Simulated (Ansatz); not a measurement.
SnGe:
```xyz
2
Lattice="0.0000 2.9010 2.9010 2.9010 0.0000 2.9010 2.9010 2.9010 0.0000" Properties=species:S:1:pos:R:3 pbc="T T T"
Ge     0.0000     0.0000     0.0000
Sn     2.9010     2.9010     2.9010
```

Relaxed with PBE. Special points in fractions of this cell's reciprocal vectors: Γ (0.000, 0.000, 0.000); X (0.500, 0.000, 0.500); U (0.625, 0.250, 0.625); K (0.375, 0.375, 0.750); L (0.500, 0.500, 0.500); W (0.500, 0.250, 0.750).

Q: List the band energies nearest the Fermi level at these points for plane-wave PAW PBE (Ansatz code).

A: In eV from the Fermi level; about four levels below and three above (degenerate sets whole), none deeper than 8.9 eV; points with the same levels are listed once.

```tsv
k	below	above
Γ	-0.94	0.15 0.15 0.15
X	-4.99 -4.73 -2.33 -2.33	3.03 8.47 8.47
U	-6.70 -4.46 -1.68 -0.93	5.24 5.86 6.81
L	-8.84 -7.97	0.89 0.89 1.58 1.58
W	-7.83 -6.69 -3.97 -3.97	2.27 2.66 6.61 6.61
```

Space group Fm-3m (rock salt). The cell is a constructed one: a structure type filled with these elements; neither database checked (COD, Materials Project) lists it. Its standing as an ambient phase is unchecked. The PBE relaxation kept the symmetry of its start; of distortions, only those at the zone centre were tested. Scalar-relativistic: spin–orbit coupling is off unless named, which matters more the heavier the elements.

Potentials: the later of the program's two PAW sets.
